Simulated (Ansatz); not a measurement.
PbF2 (fluorite, Fm-3m), DFT-PBE+D3(BJ) in the program Ansatz with PAW potentials. The conduction-band minimum lies at X, with 3 equivalent valleys. Second derivatives d²E/dk² of the lowest band at one valley (eV·Å²), along Cartesian directions:

| direction | d²E/dk² |
|---|---|
| [100] | 2.858 |
| [010] | 15.22 |
| [001] | 15.22 |
| [110] | 9.036 |
| [101] | 9.036 |
| [011] | 15.22 |

Find the principal effective masses, the density-of-states mass and the conductivity mass.

Off-diagonal terms follow from H_xy = H[110] − (H_xx + H_yy)/2, and m*/mₑ = 7.620 eV·Å² over each eigenvalue: 0.50, 0.50, 2.7. One valley's DOS mass (m₁m₂m₃)^(1/3) = 0.87, conductivity mass 3/(Σ 1/mᵢ) = 0.69 mₑ.

What effective density of states Nc follows at 300 K for parabolic valleys?

Nc = 2.509e19 × 3 × (0.87)^(3/2) ≈ 6.1e19 cm⁻³.

With the computed static dielectric constant 29.5 (mean of the diagonal), estimate a hydrogenic donor's binding energy and radius.

E = 13.606 eV × 0.69/29.5² ≈ 11 meV; a = 0.529 Å × ε/m* ≈ 23 Å. Semilocal masses tend to be too small where the gap is.

The cell was relaxed with PBE+D3(BJ) under the symmetry of its start; phonons on a q-mesh show no instability. Scalar-relativistic: spin–orbit coupling is off unless named, which matters more the heavier the elements.

Potentials: the later of the program's two PAW sets.
